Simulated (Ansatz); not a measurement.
The start is a generated cell, Ta placed in the AFLOW prototype A_tI2_139_a (A_a). A full variable-cell relaxation at zero pressure is run with PBE (plane waves to 420 eV, PAW, scalar-relativistic; Ansatz, an electronic-structure program). First-step values are on the input's coarse k-mesh.

Ansatz input (later rounds restart from its end on a renewed k-mesh):
Ansatz 0.2 input:
```yaml
crystal:
  lattice:
    - [-1.7656728, 1.7656728, 1.4540307]
    - [1.7656728, -1.7656728, 1.4540307]
    - [1.7656728, 1.7656728, -1.4540307]
  atoms:
    - { symbol: Ta, position: [0, 0, 0] }
basis: { ecutwfc: 420, ecutrho_ratio: 4, xc_grid: 2, fft_grid_basis: typed }
kpoints: { mp_grid: { grid: [14, 14, 14] } }
hamiltonian:
  xc: pbe
  dispersion: none
  pseudopotentials: { azcp: { folder: ./paw }, kind: paw }
scf: { occupations: { method: fermi_dirac, width: 0.05 } }
relax: { f_tol: 0.01, max_steps: 100, cell: { stress_tol: 0.02 } }
output: { forces: true, stress: true }
```

| Property | Result |
|---|---|
| Initial pressure | +5.4 GPa (positive: the cell is compressed) |
| Outcome | The space group goes from I4/mmm (No. 139) to Im-3m (No. 229); the end is bcc (W type), with 1 atom in the primitive cell |
| Energy released | 0.12 eV/atom |
| Volume change | +0.9 %, from 18.13 to 18.29 Å³/atom |
| Shortest distances (start → end) | The closest pairs of elements (up to four, under 3.6 Å), start → end: Ta–Ta 2.89 → 2.87 Å |
| Band gap at the end | no gap (metallic) |
| Optimiser moves | 9 |

It ends as:

```cif
data_Ta2
_chemical_formula_sum 'Ta2'
_space_group_name_H-M_alt 'Im-3m'
_space_group_IT_number 229
_space_group_name_Hall '-I 4 2 3'
_cell_length_a 3.31974
_cell_length_b 3.31974
_cell_length_c 3.31974
_cell_angle_alpha 90.000
_cell_angle_beta 90.000
_cell_angle_gamma 90.000
loop_
_atom_site_label
_atom_site_type_symbol
_atom_site_symmetry_multiplicity
_atom_site_Wyckoff_symbol
_atom_site_fract_x
_atom_site_fract_y
_atom_site_fract_z
_atom_site_occupancy
Ta1 Ta 2 a 0.00000 0.00000 0.00000 1
```
(The calculation used a cell of 1 atom; values per cell refer to that cell.)

Final values are on a 20×20×20 k-mesh of the relaxed cell. No spin polarisation in the result.

The run could not lose the symmetry of its start.
